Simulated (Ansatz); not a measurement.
The start is a generated trial cell of Ru in the AFLOW prototype A_tI2_139_a (A_a). The structure is fully relaxed (lattice and positions, P = 0) with r2SCAN (plane waves to 500 eV, PAW, scalar-relativistic; Ansatz, a quantum-chemistry and plane-wave program). The first steps use a coarse 16×16×16 k-mesh.

Starting cell:
```
CELL_PARAMETERS angstrom
     -1.60032     1.60032     1.31787
      1.60032    -1.60032     1.31787
      1.60032     1.60032    -1.31787
ATOMIC_POSITIONS crystal
  Ru 0.00000 0.00000 0.00000
```

### Question
How large is the pressure on the unrelaxed cell, and of which sign?

### Answer
+12.3 GPa (positive: the cell is compressed).

### Question
How do the shortest distances between atoms change?

### Answer
The closest pairs of elements (up to four, under 3.6 Å), start → end: Ru–Ru 2.62 → 2.64 Å.

### Question
What band gap does the relaxed structure have at this level?

### Answer
Zero (metallic).

The space group stays I4/mmm (No. 139) (the run could not lower it); the end is AFLOW prototype A_tI2_139_a (A_a), with 1 atom in the primitive cell. Final values are on a 22×22×22 k-mesh of the relaxed cell. No spin polarisation in the result.

The run could not lose the symmetry of its start, so the end can be a saddle point.

The relaxed structure here is a generated cell of Ru: the first start was made by placing the elements on the sites of a structure type, and the end was not matched to a known phase here, so it may be hypothetical. Known forms of Ru include space group No. 194.
